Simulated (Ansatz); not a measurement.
Nb₃Au in space group Cmmm (No. 65; Nb on 4l, Nb on 2d, Au on 2a) at seven volumes, r²SCAN in the plane-wave PAW code Ansatz, shape and atoms relaxed at each. One row is withheld.

```json
[
 {"V (Å³/atom)": "16.125", "P (GPa)": "20.70"},
 {"V (Å³/atom)": "16.657", "P (GPa)": "12.69"},
 {"V (Å³/atom)": "17.188", "P (GPa)": "?"},
 {"V (Å³/atom)": "17.720", "P (GPa)": "0.00"},
 {"V (Å³/atom)": "18.252", "P (GPa)": "-4.97"},
 {"V (Å³/atom)": "18.783", "P (GPa)": "-9.21"},
 {"V (Å³/atom)": "19.315", "P (GPa)": "-12.84"}
]
```

Fit the shown pressures and predict the withheld one.

Third-order Birch–Murnaghan: P = (3/2)B₀(x^(7/2) − x^(5/2))[1 + (3/4)(B′ − 4)(x − 1)] with x = (V₀/V)^(2/3). Least squares on the six rows gives V₀ = 17.721 Å³/atom, B₀ = 179.2 GPa, B′ = 4.28. At V = 17.188, x = 1.0206 and P = 5.84 GPa. The run itself gave 5.84 GPa.

The workflow started from a Materials Project entry (that database holds measured and hypothetical structures alike); the Crystallography Open Database copy checked does not list it. COD files the formula under space group No. 223. With Nb and Au taken as one species the cell has the higher symmetry I4/mmm, so it may be an ordered model of a mixed-site phase. Its standing as an ambient phase is unchecked. The r²SCAN relaxation kept the symmetry of its start; its stability against distortions is not shown here. The run is not spin-polarised. Scalar-relativistic: spin–orbit coupling is off unless named, which matters more the heavier the elements.

Potentials: the later of the program's two PAW sets.
